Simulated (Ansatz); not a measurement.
The calculation used DFT PBE, scalar-relativistic, plane waves, PAW, and for the lanthanide a 4f-in-core norm-conserving potential (Ansatz 0.2.0). Settings: cutoff 690 eV, Γ-centred meshes spaced at most about 0.3 Å⁻¹, and about 0.25 Å⁻¹ or finer for metals (2π included), Gaussian smearing. No spin polarisation in the final relaxations.

These are static total energies at zero pressure.

Two forms of K2Sm were relaxed alike.

A.

Space group P6/mmm (No. 191). a = 6.908 Å, b = 6.908 Å, c = 3.713 Å, α = 90.00°, β = 90.00°, γ = 120.00°
```tsv
atom	site	symmetry	x	y	z
K	2d	-6m2	0.3333	0.6667	0.5000
Sm	1a	6/mmm	0.0000	0.0000	0.0000
```

B.

Space group Pn-3m:1 (No. 224). a = 9.119 Å, b = 9.119 Å, c = 9.119 Å, α = 90.00°, β = 90.00°, γ = 90.00°
| atom | site | symmetry | x | y | z |
| --- | --- | --- | --- | --- | --- |
| K | 4c | .-3m | 0.2500 | 0.7500 | 0.2500 |
| Sm | 2a | -43m | 0.0000 | 0.0000 | 0.0000 |

Problem. Which form is favoured at zero pressure, and by what margin per atom?

Solution. A is lower, by 0.88 eV/atom. A has space group P6/mmm (No. 191), 51.2 Å³/atom and no gap on its mesh; B has the cuprite type, space group Pn-3m (No. 224), 126.4 Å³/atom and no gap. Counting all near atoms (those within 1.25 times the shortest distance at each site; a plus sign parts nearer from farther groups), A has K 5+6, Sm 2+12 and B has K 2, Sm 4. The denser one is the lower, and pressure would at first widen the difference. Even the lower one lies +0.53 eV/atom against the reference forms of the elements (uncorrected), so neither is stable at this level. In A, K is surrounded by 2 K at 3.71 Å, 3 K at 3.99 Å and 6 Sm at 4.40 Å; around Sm lie 2 Sm at 3.71 Å and 12 K at 4.40 Å. In B, around K lie 2 Sm at 3.95 Å; Sm is surrounded by 4 K at 3.95 Å. Both come from invented guesses.

With atoms moved at random, P6/mmm came back. Other cells relaxed within their symmetry can be saddle points.

The lanthanide is trivalent by construction, without f bands, f moments or other valences.
